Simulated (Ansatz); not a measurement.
Values for one crystal, relaxed and computed with DFT-r²SCAN in the program Ansatz with PAW potentials; other levels are named.

- Volume per atom: 29.28 Å³
- Electronic character: metallic (no gap)
- Formation energy from the elements (no fitted shifts): -0.027 eV/atom
- Density of states at the Fermi level: 0.44 states/eV per atom (mean over ±0.08 eV)

**Question.** Which of these materials gives this?
A) Na3Cd, Fm-3m (Na on 8c, Na on 4b, Cd on 4a)
B) HfIr3, Cu3Au type
C) Li3Ag, Fm-3m (Li on 8c, Li on 4b, Ag on 4a)
D) TaOs3, Cu3Au type

**Answer.** A, Na3Cd, Fm-3m (Na on 8c, Na on 4b, Cd on 4a)

The first step of the workflow began from a Materials Project structure, measured or hypothetical; the Crystallography Open Database copy checked does not list it. With Na and Cd taken as one species the cell has the higher symmetry Im-3m, so it may be an ordered model of a mixed-site phase. Whether it is the stable phase at ambient conditions was not checked. The cell was relaxed with r²SCAN under the symmetry of its start; whether a distortion lowers the energy is not shown. The references are the lowest solids computed at this level, not always the standard phases. Scalar-relativistic: spin–orbit coupling is off unless named, which matters more the heavier the elements.

Potentials: the later of the program's two PAW sets.
